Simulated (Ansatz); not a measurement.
Input for Ansatz (plane-wave DFT, PAW):

```yaml
crystal:
  lattice:
    - [3.0079742338, 0.0, 0.0]
    - [0.0, 3.0079742338, 0.0]
    - [0.0, 0.0, 3.0079742338]
  atoms:
    - { symbol: V, position: [0.5, 0.5, 0.5], spin: 0.64 }
    - { symbol: Ru, position: [0.0, 0.0, 0.0] }
basis:
  ecutwfc: 420
kpoints:
  mp_grid: { grid: [14, 14, 14] }
hamiltonian:
  xc: pbesol
scf:
  occupations: { method: gaussian, width: 0.1 }
output:
  forces: true
  stress: true
  eigenvalues: true
  populations: true
magnetization:
  spin_polarized: true
relax:
  adjacent_minimum: "off"
  f_tol: 0.005
  max_steps: 50
  cell: { stress_tol: 0.05 }
```

It can be run as
```bash
ansatz run input.yaml --threads 1 --pin off --backend cpu --events-out ev --progress --plain --runs-dir out  # memory cap (--max-ram) not shown
```

Level of theory: DFT PBEsol, scalar-relativistic, plane waves, PAW (Ansatz).

Abridged output:

```
Pseudopotentials: kind: paw
Pseudopotential: V, paw, valence charge 13, recommended cutoff 420 eV (normal)
Pseudopotential: Ru, paw, valence charge 16, recommended cutoff 420 eV (normal)
Functional definition: PBEsol
Crystal: 2 atoms, lattice volume = 27.216 Å³
Basis set: ecut = 420 eV, 515 PW (Γ), exchange–correlation on 48×48×48 points (8 copies of the dense FFT grid, shifted against one another)
Bands: 19, of which v1, the nominal top of the filled ones, is band 15 counted from 1 (14 counted from 0)
Symmetry: 48 space group operations
Space group: Pm-3m (ITA 221), of the structure as read, at distance tolerance 3.0e-5 Å
Magnetic group: BNS 221.92 (UNI 1594), of the structure as read, at distance tolerance 3.0e-5 Å
k-points: 120 of 2744
Initial density: superposition of atomic densities (chi_scale 0.1, normalization cell)
Starting moments: Σ|m| = 0.64 μB on 1 of 2 sites
Initial wavefunctions: pseudopotential atomic-orbital guess
Functional: x = pbesol(κ = 0.804, μ = 0.12345679), c = pbesol(β = 0.046)
SCF iter   1: F=—  HF=-8703.807464 eV  |F-HF|=—  |Δ(HF+E_count)|=         —  Δρ=7.10e-2 (↑7.10e-2 ↓6.44e-2) dr2=4.98e0  dr2_m=1.27e-2  M=0.479 μB ∫|m|=0.556 μB  β_m=0.30  ethr=3.10e-3  ⟨swp⟩=5.0  Hψ=18416  notcnv=0
Mixer restart at iter 1: flushing history
SCF iter   2: F=—  HF=-8702.698114 eV  |F-HF|=—  |Δ(HF+E_count)|=    1.11e0  Δρ=4.37e-2 (↑4.37e-2 ↓3.98e-2) dr2=1.85e0  dr2_m=4.84e-3  M=0.490 μB ∫|m|=0.566 μB  β_m=0.52  ethr=3.10e-3  ⟨swp⟩=2.4  Hψ=9217  notcnv=0  defer=87
SCF iter   3: F=—  HF=-8702.160463 eV  |F-HF|=—  |Δ(HF+E_count)|=   5.38e-1  Δρ=7.34e-3 (↑7.34e-3 ↓6.65e-3) dr2=2.70e-2  dr2_m=1.93e-4  M=0.509 μB ∫|m|=0.583 μB  β_m=0.68  ethr=3.10e-3  ⟨swp⟩=2.1  Hψ=8477  notcnv=0  defer=87
SCF iter   4: F=—  HF=-8702.215622 eV  |F-HF|=—  |Δ(HF+E_count)|=         —  Δρ=9.07e-3 (↑9.07e-3 ↓7.44e-3) dr2=9.97e-2  dr2_m=2.36e-4  M=0.504 μB ∫|m|=0.569 μB  β_m=0.68  ethr=9.32e-5  ⟨swp⟩=2.1  Hψ=10439  notcnv=0  defer=31
Mixer restart at iter 4: flushing history
SCF iter   5: F=—  HF=-8702.248551 eV  |F-HF|=—  |Δ(HF+E_count)|=   3.29e-2  Δρ=2.61e-2 (↑2.61e-2 ↓2.24e-2) dr2=9.24e-1  dr2_m=1.00e-3  M=0.503 μB ∫|m|=0.600 μB  β_m=0.41  ethr=9.32e-5  ⟨swp⟩=2.9  Hψ=10056  notcnv=0  defer=26  recentre
SCF iter   6: F=—  HF=-8702.202580 eV  |F-HF|=—  |Δ(HF+E_count)|=   4.60e-2  Δρ=8.23e-4 (↑8.23e-4 ↓6.64e-4) dr2=2.34e-4  dr2_m=1.55e-5  M=0.507 μB ∫|m|=0.581 μB  β_m=0.71  ethr=9.32e-5  ⟨swp⟩=2.1  Hψ=10494  notcnv=0  defer=55
SCF iter   7: F=—  HF=-8702.204448 eV  |F-HF|=—  |Δ(HF+E_count)|=   1.87e-3  Δρ=5.43e-4 (↑5.43e-4 ↓4.43e-4) dr2=3.40e-4  dr2_m=2.70e-6  M=0.510 μB ∫|m|=0.586 μB  β_m=0.63  ethr=8.08e-7  ⟨swp⟩=2.0  Hψ=8385  notcnv=0  defer=55
SCF iter   8: F=—  HF=-8702.204444 eV  |F-HF|=—  |Δ(HF+E_count)|=   4.13e-6  Δρ=3.28e-4 (↑3.28e-4 ↓1.71e-4) dr2=1.24e-5  dr2_m=1.26e-5  M=0.513 μB ∫|m|=0.590 μB  β_m=0.82  ethr=8.08e-7  ⟨swp⟩=2.5  Hψ=7092  notcnv=0  defer=55
SCF iter   9: F=—  HF=-8702.204441 eV  |F-HF|=—  |Δ(HF+E_count)|=   2.62e-6  Δρ=1.33e-4 (↑1.00e-4 ↓1.33e-4) dr2=9.80e-7  dr2_m=2.94e-6  M=0.515 μB ∫|m|=0.592 μB  β_m=0.91  ethr=4.28e-8  ⟨swp⟩=2.0  Hψ=7847  notcnv=0  defer=55
SCF iter  10: F=—  HF=-8702.204441 eV  |F-HF|=—  |Δ(HF+E_count)|=   1.66e-7  Δρ=4.37e-5 (↑4.37e-5 ↓2.94e-5) dr2=7.94e-8  dr2_m=3.14e-7  M=0.518 μB ∫|m|=0.596 μB  β_m=0.95  ethr=3.38e-9  ⟨swp⟩=2.0  Hψ=7279  notcnv=0  defer=55
SCF iter  11: F=—  HF=-8702.204441 eV  |F-HF|=—  |Δ(HF+E_count)|=   1.98e-8  Δρ=7.05e-6 (↑7.05e-6 ↓3.39e-6) dr2=2.45e-8  dr2_m=3.22e-9  M=0.518 μB ∫|m|=0.597 μB  β_m=0.98  ethr=2.74e-10  ⟨swp⟩=2.1  Hψ=7413  notcnv=0  defer=55
SCF iter  12: F=-8702.204441 eV  HF=-8702.204441 eV  |F-HF|=4.77e-9  |Δ(HF+E_count)|=   2.60e-9  Δρ=2.10e-6 (↑1.58e-6 ↓2.10e-6) dr2=5.38e-9  dr2_m=9.43e-11  M=0.518 μB ∫|m|=0.597 μB  ethr=8.46e-11  ⟨swp⟩=3.0  Hψ=14552  notcnv=0
the search or the solves at the SCF's close seem to have found levels that the self-consistency loop had missed (the run counts 1). By its estimate they hold under 1e-12 electrons; where the run keeps them, the occupations were computed again with them
SCF 1 converged in 12 iterations: F = -8702.204441 eV  dr2 = 5.38e-9
relax step   1: F+E_penalty+E_count = -8702.20444123 eV  Δ(F+E_penalty+E_count) = +0.000e0 eV  max|allowed force component| = 3.123e-29 eV/Å  Δτ_max = 0.0000 Å  P = -8.927 GPa  Ω = 27.216 Å³  (12 SCF iters, dr2 threshold 1.00e-7 eV, accepted)
Crystal: 2 atoms, lattice volume = 25.702 Å³
Basis set: ecut = 420 eV, 485 PW (Γ), exchange–correlation on 48×48×48 points (8 copies of the dense FFT grid, shifted against one another)
Initial density: handed on by an earlier stage of this run
Starting moments: Σ|m| = 0.64 μB on 1 of 2 sites; this step starts from the density that it was given
Initial wavefunctions: those handed on with the density
SCF iter   1: F=—  HF=-8702.219288 eV  |F-HF|=—  |Δ(HF+E_count)|=         —  Δρ=9.51e-3 (↑9.51e-3 ↓7.13e-3) dr2=9.36e-3  dr2_m=1.43e-2  M=0.389 μB ∫|m|=0.451 μB  β_m=0.30  ethr=3.23e-5  ⟨swp⟩=2.0  Hψ=23665  notcnv=0
SCF iter   2: F=—  HF=-8702.217918 eV  |F-HF|=—  |Δ(HF+E_count)|=   1.37e-3  Δρ=6.38e-3 (↑6.38e-3 ↓6.01e-3) dr2=1.18e-3  dr2_m=8.55e-3  M=0.380 μB ∫|m|=0.439 μB  β_m=0.56  ethr=3.23e-5  ⟨swp⟩=2.0  Hψ=5905  notcnv=0
SCF iter   3: F=—  HF=-8702.223735 eV  |F-HF|=—  |Δ(HF+E_count)|=   5.82e-3  Δρ=4.58e-3 (↑3.30e-3 ↓4.58e-3) dr2=4.84e-3  dr2_m=3.04e-3  M=0.335 μB ∫|m|=0.385 μB  β_m=0.66  ethr=4.05e-6  ⟨swp⟩=2.6  Hψ=7421  notcnv=0
SCF iter   4: F=—  HF=-8702.225585 eV  |F-HF|=—  |Δ(HF+E_count)|=   1.85e-3  Δρ=7.35e-3 (↑7.35e-3 ↓2.95e-3) dr2=3.36e-2  dr2_m=1.69e-3  M=0.279 μB ∫|m|=0.315 μB  β_m=0.21  ethr=4.05e-6  ⟨swp⟩=2.5  Hψ=9350  notcnv=0  recentre
SCF iter   5: F=—  HF=-8702.224311 eV  |F-HF|=—  |Δ(HF+E_count)|=   1.27e-3  Δρ=2.39e-3 (↑2.39e-3 ↓2.16e-3) dr2=1.27e-4  dr2_m=1.19e-3  M=0.302 μB ∫|m|=0.343 μB  β_m=0.59  ethr=4.05e-6  ⟨swp⟩=2.0  Hψ=9336  notcnv=0
SCF iter   6: F=—  HF=-8702.224007 eV  |F-HF|=—  |Δ(HF+E_count)|=   3.04e-4  Δρ=1.13e-3 (↑1.13e-3 ↓3.30e-4) dr2=3.55e-4  dr2_m=9.85e-5  M=0.224 μB ∫|m|=0.249 μB  β_m=0.82  ethr=4.37e-7  ⟨swp⟩=2.1  Hψ=7678  notcnv=0
SCF iter   7: F=—  HF=-8702.224339 eV  |F-HF|=—  |Δ(HF+E_count)|=   3.32e-4  Δρ=6.97e-4 (↑6.97e-4 ↓2.43e-4) dr2=2.59e-4  dr2_m=2.29e-5  M=0.194 μB ∫|m|=0.212 μB  β_m=0.91  ethr=4.37e-7  ⟨swp⟩=2.2  Hψ=6648  notcnv=0
SCF iter   8: F=—  HF=-8702.224400 eV  |F-HF|=—  |Δ(HF+E_count)|=   6.15e-5  Δρ=1.07e-4 (↑1.07e-4 ↓9.19e-5) dr2=3.77e-7  dr2_m=2.29e-6  M=0.174 μB ∫|m|=0.189 μB  β_m=0.95  ethr=4.37e-7  ⟨swp⟩=2.2  Hψ=6907  notcnv=0
SCF iter   9: F=—  HF=-8702.224401 eV  |F-HF|=—  |Δ(HF+E_count)|=   6.67e-7  Δρ=4.38e-5 (↑4.38e-5 ↓4.24e-5) dr2=1.17e-8  dr2_m=4.36e-7  M=0.167 μB ∫|m|=0.182 μB  β_m=0.98  ethr=1.30e-9  ⟨swp⟩=2.4  Hψ=8210  notcnv=0
SCF iter  10: F=—  HF=-8702.224401 eV  |F-HF|=—  |Δ(HF+E_count)|=   7.94e-8  Δρ=2.68e-5 (↑2.68e-5 ↓1.47e-5) dr2=9.86e-8  dr2_m=9.52e-8  M=0.158 μB ∫|m|=0.172 μB  β_m=0.99  ethr=4.05e-11  ⟨swp⟩=3.3  Hψ=10700  notcnv=0
SCF iter  11: F=-8702.224401 eV  HF=-8702.224401 eV  |F-HF|=2.39e-9  |Δ(HF+E_count)|=   3.73e-8  Δρ=3.49e-6 (↑3.49e-6 ↓1.90e-6) dr2=3.16e-9  dr2_m=1.38e-9  M=0.160 μB ∫|m|=0.174 μB  β_m=0.99  ethr=4.05e-11  ⟨swp⟩=2.0  Hψ=15610  notcnv=0
SCF iter  12: F=-8702.224401 eV  HF=-8702.224401 eV  |F-HF|=3.63e-9  |Δ(HF+E_count)|=   1.37e-8  Δρ=2.35e-6 (↑2.35e-6 ↓1.13e-6) dr2=3.95e-9  dr2_m=2.07e-10  M=0.161 μB ∫|m|=0.175 μB  β_m=0.81  ethr=1.09e-11  ⟨swp⟩=1.8  Hψ=14429  notcnv=0
SCF iter  13: F=-8702.224401 eV  HF=-8702.224401 eV  |F-HF|=6.44e-10  |Δ(HF+E_count)|=   1.73e-9  Δρ=7.62e-7 (↑6.45e-7 ↓7.62e-7) dr2=6.99e-10  dr2_m=2.17e-12  M=0.161 μB ∫|m|=0.176 μB  ethr=1.09e-11  ⟨swp⟩=1.0  Hψ=12864  notcnv=0
SCF 2 converged in 13 iterations: F = -8702.224401 eV  dr2 = 6.99e-10
relax step   2: F+E_penalty+E_count = -8702.22440116 eV  Δ(F+E_penalty+E_count) = -1.996e-2 eV  max|allowed force component| = 1.742e-30 eV/Å  Δτ_max = 0.0000 Å  P = +5.690 GPa  Ω = 25.702 Å³  energy of the carried Pulay correction = +5.980e-4 eV  (13 SCF iters, dr2 threshold 2.00e-7 eV, accepted)
Crystal: 2 atoms, lattice volume = 26.271 Å³
SCF iter   1: F=—  HF=-8702.231886 eV  |F-HF|=—  |Δ(HF+E_count)|=         —  Δρ=1.42e-3 (↑1.42e-3 ↓1.05e-3) dr2=1.28e-3  dr2_m=6.91e-5  M=0.163 μB ∫|m|=0.178 μB  β_m=0.30  ethr=4.20e-6  ⟨swp⟩=2.0  Hψ=23428  notcnv=0
SCF iter   2: F=—  HF=-8702.232012 eV  |F-HF|=—  |Δ(HF+E_count)|=   1.26e-4  Δρ=8.45e-4 (↑8.45e-4 ↓6.27e-4) dr2=1.39e-4  dr2_m=6.98e-5  M=0.167 μB ∫|m|=0.182 μB  β_m=0.37  ethr=4.20e-6  ⟨swp⟩=2.0  Hψ=5875  notcnv=0
SCF iter   3: F=—  HF=-8702.232449 eV  |F-HF|=—  |Δ(HF+E_count)|=         —  Δρ=1.23e-3 (↑6.55e-4 ↓1.23e-3) dr2=2.97e-4  dr2_m=1.78e-4  M=0.178 μB ∫|m|=0.193 μB  β_m=0.37  ethr=4.78e-7  ⟨swp⟩=2.2  Hψ=6182  notcnv=0
Mixer restart at iter 3: flushing history
SCF iter   4: F=—  HF=-8702.232989 eV  |F-HF|=—  |Δ(HF+E_count)|=   5.40e-4  Δρ=1.20e-3 (↑1.20e-3 ↓9.10e-4) dr2=8.99e-5  dr2_m=2.51e-4  M=0.186 μB ∫|m|=0.202 μB  β_m=0.45  ethr=4.78e-7  ⟨swp⟩=2.0  Hψ=6908  notcnv=0
SCF iter   5: F=—  HF=-8702.232979 eV  |F-HF|=—  |Δ(HF+E_count)|=   9.73e-6  Δρ=1.31e-3 (↑7.36e-4 ↓1.31e-3) dr2=2.52e-4  dr2_m=2.34e-4  M=0.193 μB ∫|m|=0.210 μB  β_m=0.73  ethr=3.10e-7  ⟨swp⟩=2.7  Hψ=8099  notcnv=0
SCF iter   6: F=—  HF=-8702.233142 eV  |F-HF|=—  |Δ(HF+E_count)|=         —  Δρ=1.15e-3 (↑9.43e-4 ↓1.15e-3) dr2=3.08e-5  dr2_m=2.61e-4  M=0.203 μB ∫|m|=0.220 μB  β_m=0.73  ethr=3.10e-7  ⟨swp⟩=2.1  Hψ=6218  notcnv=0
Mixer restart at iter 6: flushing history
SCF iter   7: F=—  HF=-8702.233233 eV  |F-HF|=—  |Δ(HF+E_count)|=   9.09e-5  Δρ=1.32e-3 (↑1.32e-3 ↓8.40e-4) dr2=1.62e-4  dr2_m=2.68e-4  M=0.216 μB ∫|m|=0.235 μB  β_m=0.86  ethr=1.06e-7  ⟨swp⟩=2.1  Hψ=7588  notcnv=0
SCF iter   8: F=—  HF=-8702.233281 eV  |F-HF|=—  |Δ(HF+E_count)|=   4.85e-5  Δρ=1.61e-3 (↑6.27e-4 ↓1.61e-3) dr2=1.19e-3  dr2_m=1.71e-4  M=0.225 μB ∫|m|=0.245 μB  β_m=0.04  ethr=1.06e-7  ⟨swp⟩=2.5  Hψ=8394  notcnv=0  recentre
SCF iter   9: F=—  HF=-8702.233222 eV  |F-HF|=—  |Δ(HF+E_count)|=   5.90e-5  Δρ=9.89e-4 (↑9.89e-4 ↓9.43e-4) dr2=1.24e-6  dr2_m=2.25e-4  M=0.226 μB ∫|m|=0.246 μB  β_m=0.03  ethr=1.06e-7  ⟨swp⟩=2.1  Hψ=8171  notcnv=0
SCF iter  10: F=—  HF=-8702.232931 eV  |F-HF|=—  |Δ(HF+E_count)|=   2.91e-4  Δρ=8.97e-4 (↑7.33e-4 ↓8.97e-4) dr2=2.71e-5  dr2_m=1.54e-4  M=0.235 μB ∫|m|=0.257 μB  β_m=0.08  ethr=4.29e-9  ⟨swp⟩=3.0  Hψ=9269  notcnv=0
SCF iter  11: F=—  HF=-8702.233159 eV  |F-HF|=—  |Δ(HF+E_count)|=   2.28e-4  Δρ=5.09e-4 (↑5.09e-4 ↓3.61e-4) dr2=3.56e-5  dr2_m=3.55e-5  M=0.278 μB ∫|m|=0.307 μB  β_m=0.16  ethr=4.29e-9  ⟨swp⟩=3.0  Hψ=9461  notcnv=0
SCF iter  12: F=—  HF=-8702.233289 eV  |F-HF|=—  |Δ(HF+E_count)|=   1.30e-4  Δρ=1.94e-4 (↑1.71e-4 ↓1.94e-4) dr2=4.85e-7  dr2_m=7.94e-6  M=0.314 μB ∫|m|=0.348 μB  β_m=0.58  ethr=4.29e-9  ⟨swp⟩=3.0  Hψ=9355  notcnv=0
SCF iter  13: F=—  HF=-8702.233288 eV  |F-HF|=—  |Δ(HF+E_count)|=   8.87e-7  Δρ=7.11e-5 (↑5.90e-5 ↓7.11e-5) dr2=8.62e-8  dr2_m=1.01e-6  M=0.302 μB ∫|m|=0.335 μB  β_m=0.79  ethr=1.67e-9  ⟨swp⟩=2.8  Hψ=8598  notcnv=0
SCF iter  14: F=—  HF=-8702.233289 eV  |F-HF|=—  |Δ(HF+E_count)|=   6.88e-7  Δρ=7.36e-5 (↑5.20e-5 ↓7.36e-5) dr2=1.61e-7  dr2_m=9.32e-7  M=0.310 μB ∫|m|=0.344 μB  β_m=0.62  ethr=2.97e-10  ⟨swp⟩=3.0  Hψ=9443  notcnv=0
SCF iter  15: F=-8702.233288 eV  HF=-8702.233288 eV  |F-HF|=2.17e-8  |Δ(HF+E_count)|=   3.23e-7  Δρ=2.59e-5 (↑1.87e-5 ↓2.59e-5) dr2=6.90e-8  dr2_m=1.11e-7  M=0.311 μB ∫|m|=0.345 μB  β_m=0.81  ethr=2.97e-10  ⟨swp⟩=2.0  Hψ=14127  notcnv=0
SCF iter  16: F=-8702.233288 eV  HF=-8702.233288 eV  |F-HF|=2.22e-9  |Δ(HF+E_count)|=   2.78e-7  Δρ=5.24e-6 (↑3.07e-6 ↓5.24e-6) dr2=4.23e-9  dr2_m=3.73e-9  M=0.307 μB ∫|m|=0.342 μB  β_m=0.86  ethr=2.38e-10  ⟨swp⟩=2.0  Hψ=16658  notcnv=0
SCF iter  17: F=-8702.233288 eV  HF=-8702.233288 eV  |F-HF|=2.75e-10  |Δ(HF+E_count)|=   6.37e-9  Δρ=1.13e-6 (↑6.72e-7 ↓1.13e-6) dr2=3.77e-10  dr2_m=1.52e-10  M=0.307 μB ∫|m|=0.341 μB  ethr=1.46e-11  ⟨swp⟩=1.5  Hψ=12519  notcnv=0
SCF 3 converged in 17 iterations: F = -8702.233288 eV  dr2 = 3.77e-10
relax step   3: F+E_penalty+E_count = -8702.23328850 eV  Δ(F+E_penalty+E_count) = -8.887e-3 eV  max|allowed force component| = 1.972e-29 eV/Å  Δτ_max = 0.0000 Å  P = -0.422 GPa  Ω = 26.271 Å³  energy of the carried Pulay correction = +3.693e-4 eV  (17 SCF iters, dr2 threshold 2.00e-7 eV, accepted)
Crystal: 2 atoms, lattice volume = 26.231 Å³
SCF iter   1: F=—  HF=-8702.233352 eV  |F-HF|=—  |Δ(HF+E_count)|=         —  Δρ=2.44e-4 (↑2.44e-4 ↓8.47e-5) dr2=1.14e-5  dr2_m=5.37e-6  M=0.305 μB ∫|m|=0.339 μB  β_m=0.65  ethr=3.45e-8  ⟨swp⟩=2.3  Hψ=22832  notcnv=0
SCF iter   2: F=—  HF=-8702.233340 eV  |F-HF|=—  |Δ(HF+E_count)|=   1.13e-5  Δρ=1.85e-4 (↑5.75e-5 ↓1.85e-4) dr2=1.28e-5  dr2_m=1.65e-6  M=0.304 μB ∫|m|=0.338 μB  β_m=0.40  ethr=3.45e-8  ⟨swp⟩=2.0  Hψ=7897  notcnv=0
SCF iter   3: F=—  HF=-8702.233349 eV  |F-HF|=—  |Δ(HF+E_count)|=   8.75e-6  Δρ=1.12e-4 (↑9.83e-5 ↓1.12e-4) dr2=1.72e-7  dr2_m=2.56e-6  M=0.304 μB ∫|m|=0.337 μB  β_m=0.70  ethr=3.45e-8  ⟨swp⟩=2.0  Hψ=7052  notcnv=0
SCF iter   4: F=—  HF=-8702.233357 eV  |F-HF|=—  |Δ(HF+E_count)|=   7.40e-6  Δρ=1.06e-4 (↑7.40e-5 ↓1.06e-4) dr2=2.43e-6  dr2_m=1.65e-6  M=0.302 μB ∫|m|=0.336 μB  β_m=0.25  ethr=5.92e-10  ⟨swp⟩=2.0  Hψ=8147  notcnv=0
SCF iter   5: F=—  HF=-8702.233359 eV  |F-HF|=—  |Δ(HF+E_count)|=   2.79e-6  Δρ=6.85e-5 (↑6.85e-5 ↓5.87e-5) dr2=1.14e-7  dr2_m=9.27e-7  M=0.301 μB ∫|m|=0.334 μB  β_m=0.45  ethr=5.92e-10  ⟨swp⟩=2.8  Hψ=8689  notcnv=0
SCF iter   6: F=—  HF=-8702.233358 eV  |F-HF|=—  |Δ(HF+E_count)|=   1.01e-6  Δρ=4.54e-5 (↑4.54e-5 ↓1.24e-5) dr2=7.48e-7  dr2_m=1.58e-7  M=0.299 μB ∫|m|=0.332 μB  β_m=0.81  ethr=3.93e-10  ⟨swp⟩=2.5  Hψ=8324  notcnv=0
SCF iter   7: F=—  HF=-8702.233358 eV  |F-HF|=—  |Δ(HF+E_count)|=   3.00e-7  Δρ=2.74e-5 (↑2.74e-5 ↓1.80e-5) dr2=7.82e-7  dr2_m=5.57e-9  M=0.298 μB ∫|m|=0.330 μB  β_m=0.90  ethr=3.93e-10  ⟨swp⟩=2.0  Hψ=6465  notcnv=0
SCF iter   8: F=—  HF=-8702.233359 eV  |F-HF|=—  |Δ(HF+E_count)|=   1.29e-6  Δρ=9.48e-6 (↑9.48e-6 ↓3.43e-6) dr2=6.07e-8  dr2_m=3.15e-9  M=0.298 μB ∫|m|=0.330 μB  β_m=0.95  ethr=3.93e-10  ⟨swp⟩=2.1  Hψ=7965  notcnv=0
SCF iter   9: F=-8702.233359 eV  HF=-8702.233359 eV  |F-HF|=3.78e-8  |Δ(HF+E_count)|=   9.12e-8  Δρ=5.58e-6 (↑5.58e-6 ↓4.46e-6) dr2=4.08e-8  dr2_m=1.16e-10  M=0.298 μB ∫|m|=0.330 μB  ethr=2.09e-10  ⟨swp⟩=2.0  Hψ=14196  notcnv=0
SCF 4 converged in 9 iterations: F = -8702.233359 eV  dr2 = 4.08e-8
relax step   4: F+E_penalty+E_count = -8702.23335945 eV  Δ(F+E_penalty+E_count) = -7.096e-5 eV  max|allowed force component| = 4.339e-30 eV/Å  Δτ_max = 0.0000 Å  P = -0.017 GPa  Ω = 26.231 Å³  energy of the carried Pulay correction = +3.853e-4 eV  (9 SCF iters, dr2 threshold 2.00e-7 eV, accepted)
Basis set: ecut = 420 eV, 485 PW (Γ), exchange–correlation on 40×40×40 points (8 copies of the dense FFT grid, shifted against one another)
Initial wavefunctions: pseudopotential atomic-orbital guess (no wavefunctions were taken with the density)
SCF iter   1: F=—  HF=-8702.232971 eV  |F-HF|=—  |Δ(HF+E_count)|=         —  Δρ=4.21e-5 (↑4.21e-5 ↓4.00e-5) dr2=5.99e-7  dr2_m=1.01e-8  M=0.297 μB ∫|m|=0.330 μB  β_m=0.65  ethr=7.44e-9  ⟨swp⟩=3.0  Hψ=32198  notcnv=0
SCF iter   2: F=—  HF=-8702.232971 eV  |F-HF|=—  |Δ(HF+E_count)|=   1.57e-7  Δρ=2.69e-5 (↑2.59e-5 ↓2.69e-5) dr2=8.07e-7  dr2_m=6.20e-10  M=0.297 μB ∫|m|=0.330 μB  β_m=0.35  ethr=2.06e-9  ⟨swp⟩=2.0  Hψ=8124  notcnv=0
SCF iter   3: F=—  HF=-8702.232971 eV  |F-HF|=—  |Δ(HF+E_count)|=   5.44e-8  Δρ=1.56e-5 (↑1.55e-5 ↓1.56e-5) dr2=3.23e-8  dr2_m=3.21e-9  M=0.297 μB ∫|m|=0.330 μB  β_m=0.49  ethr=2.06e-9  ⟨swp⟩=2.0  Hψ=6165  notcnv=0
SCF iter   4: F=—  HF=-8702.232971 eV  |F-HF|=—  |Δ(HF+E_count)|=   5.85e-8  Δρ=3.64e-6 (↑2.04e-6 ↓3.64e-6) dr2=5.79e-9  dr2_m=7.65e-10  M=0.297 μB ∫|m|=0.330 μB  β_m=0.75  ethr=1.11e-10  ⟨swp⟩=2.1  Hψ=7821  notcnv=0
SCF iter   5: F=—  HF=-8702.232971 eV  |F-HF|=—  |Δ(HF+E_count)|=   3.12e-8  Δρ=2.88e-6 (↑2.85e-6 ↓2.88e-6) dr2=3.28e-9  dr2_m=1.40e-9  M=0.297 μB ∫|m|=0.330 μB  β_m=0.74  ethr=2.00e-11  ⟨swp⟩=2.0  Hψ=7897  notcnv=0
SCF iter   6: F=—  HF=-8702.232971 eV  |F-HF|=—  |Δ(HF+E_count)|=  6.22e-10  Δρ=2.25e-6 (↑2.25e-6 ↓1.20e-6) dr2=1.84e-9  dr2_m=4.07e-10  M=0.297 μB ∫|m|=0.330 μB  β_m=0.87  ethr=1.13e-11  ⟨swp⟩=2.1  Hψ=7948  notcnv=0
SCF iter   7: F=—  HF=-8702.232971 eV  |F-HF|=—  |Δ(HF+E_count)|=   1.33e-9  Δρ=2.22e-6 (↑2.22e-6 ↓4.83e-7) dr2=1.88e-9  dr2_m=2.63e-10  M=0.297 μB ∫|m|=0.330 μB  β_m=0.92  ethr=6.35e-12  ⟨swp⟩=2.1  Hψ=5819  notcnv=0
SCF iter   8: F=—  HF=-8702.232971 eV  |F-HF|=—  |Δ(HF+E_count)|=   1.12e-9  Δρ=1.03e-6 (↑1.03e-6 ↓3.21e-7) dr2=3.88e-10  dr2_m=7.48e-11  M=0.297 μB ∫|m|=0.330 μB  β_m=0.96  ethr=6.35e-12  ⟨swp⟩=2.2  Hψ=6502  notcnv=0
SCF iter   9: F=—  HF=-8702.232971 eV  |F-HF|=—  |Δ(HF+E_count)|=  3.00e-10  Δρ=1.37e-7 (↑7.11e-8 ↓1.37e-7) dr2=3.52e-12  dr2_m=2.34e-12  M=0.297 μB ∫|m|=0.330 μB  β_m=0.98  ethr=1.34e-12  ⟨swp⟩=2.1  Hψ=6927  notcnv=0
SCF iter  10: F=-8702.232971 eV  HF=-8702.232971 eV  |F-HF|=9.09e-12  |Δ(HF+E_count)|=  5.46e-12  Δρ=7.95e-8 (↑7.95e-8 ↓7.13e-8) dr2=9.32e-12  dr2_m=4.80e-15  M=0.297 μB ∫|m|=0.330 μB  ethr=1.00e-12  ⟨swp⟩=3.6  Hψ=17401  notcnv=0
SCF 5 converged in 10 iterations: F = -8702.232971 eV  dr2 = 9.32e-12
SCF converged after 10 iterations
Magnetization: 0.2972 μB (14.6486 up, 14.3514 down)
Absolute magnetization: 0.3310 μB (∫|ρ↑−ρ↓|, with the PAW one-centre terms)
Spin contamination: 0.0035 ħ² per cell (⟨S²⟩ above its minimum at these occupations)
Per-site moments (μB) at R_I (Å): [(0.27339440, 1.06143134), (-0.01121199, 1.06143134)]
Free energy (F): -8702.232971 eV
Harris-Foulkes:  -8702.232971 eV  (|F-HF|=9.09e-12)
Internal energy: -8702.217857 eV  (E = F + TS)
E sigma→0 (E₀):  -8702.225414 eV
Entropy (-TS):   -0.015114 eV (-7.557 meV/atom)
Fermi energy:    21.351984 eV
--- Per-component energies (eV) ---
  E_band       = -191.112638
  E_kinetic    = 851.877847
  E_local      = -2118.125378  (includes V_loc(G=0)·N_el)
  E_nonlocal   = 299.654012
  E_hartree    = 799.455933
  E_xc         = -319.969281
  E_vxc        = -404.885131  (∫ρ·V_xc dr)
  E_paw        = -4485.143385  (= ΣΔE_a)
  E_vpaw       = -418.545920  (= ΣTr[D̂ρ^β])
  E_aug_tail   = 0.000069  (compensation charges beyond the density's cutoff)
  E_ewald      = -3730.370648
  E_core_change = 0.402975  (= ΣΔE_core)
  E_smearing   = -0.015114  (= −TS)
--- Forces (eV/Å), atoms counted from 1 ---
  atom   1  V      0.00000000     0.00000000     0.00000000
  atom   2  Ru     0.00000000     0.00000000     0.00000000
--- Stress (GPa, compression-positive) ---
       -0.011921       0.000000       0.000000
        0.000000      -0.011921       0.000000
        0.000000       0.000000      -0.011921
  P = ⅓ Tr σ = -0.0119 GPa (-0.119 kbar)
--- Band table (eV; the first three rows and the last of 240) ---
  k-point 0 ↑: bands = ["-51.8851", "-43.3561", "-21.8389", "-21.8389", "-21.8389", "-17.1923", "-17.1923", "-17.1923", "13.1476", "15.3948", "15.3948", "19.1305", "19.1305", "19.1305", "21.9358", "21.9358", "23.5791", "23.5791", "23.5791"]
  k-point 1 ↑: bands = ["-51.8841", "-43.3556", "-21.8481", "-21.8369", "-21.8369", "-17.2035", "-17.1935", "-17.1935", "13.2603", "15.4498", "15.4802", "19.1163", "19.1163", "19.1716", "21.8364", "21.9722", "23.3880", "23.3880", "23.5181"]
  k-point 2 ↑: bands = ["-51.8814", "-43.3541", "-21.8738", "-21.8311", "-21.8311", "-17.2348", "-17.1968", "-17.1968", "13.5883", "15.6127", "15.7254", "19.0797", "19.0797", "19.2929", "21.5505", "22.0769", "22.9087", "22.9087", "23.3412"]
  k-point 119 ↓: bands = ["-51.8405", "-43.0248", "-21.9961", "-21.9961", "-21.9961", "-17.1044", "-17.1044", "-17.1044", "16.9918", "16.9918", "16.9918", "19.2073", "19.2073", "19.2073", "21.6519", "21.6519", "23.1201", "23.1201", "31.0957"]
--- Relaxed structure (4 steps of the walk, 4 accepted, 1 SCFs on fresh bases) ---
  F+E_penalty+E_count = -8702.23297074 eV   max|allowed force component| = 3.583e-30 eV/Å   (the final SCF, on the basis selected at the relaxed cell)
  cell:  # Å, volume = 26.2308 Å³
    - [2.97123719, 0.0, 0.0]
    - [0.0, 2.97123719, 0.0]
    - [0.0, 0.0, 2.97123719]
  atoms:
    - { symbol: V, position: [0.5, 0.5, 0.5] }
    - { symbol: Ru, position: [0.0, 0.0, 0.0] }
--- Löwdin populations: 2 sites ---
  site symbol q [e]    m [muB]
     0      V     12.6302     0.3183
     1     Ru     16.1225    -0.0238
  spilling = 0.008528 (of n_electrons = 29.000000)
```

The relaxation met its thresholds.